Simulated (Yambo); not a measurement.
```xyz
5
Lattice="3.9308 0.0000 0.0000 -1.9654 3.4042 0.0000 0.0000 0.0000 6.1120" Properties=species:S:1:pos:R:3 pbc="T T T"
O      1.9654     1.1347     2.1643
O      0.0000     2.2694     3.9476
O      0.0000     0.0000     0.0000
La     1.9654     1.1347     4.6069
La     0.0000     2.2694     1.5050
```

The geometry is that of Materials Project entry mp-1968, symmetrised and not relaxed again.

Task: Where are the main features of Im ε from RPA with local fields on PBEsol bands (Yambo; 6×6×4 mesh, 134 bands, 3 Ry local-field block, 0.2 eV broadening; field along x)?

Result: Peaks at 7.2 eV (6.1), 9.9 eV (6.5), 15.0 eV (1.0), heights in brackets. Peak heights and small wiggles depend on the k mesh. Convergence of the RPA response with its 6×6×4 mesh was not tested. No excitonic effects at this level. The 4f states are in the valence at their DFT position.
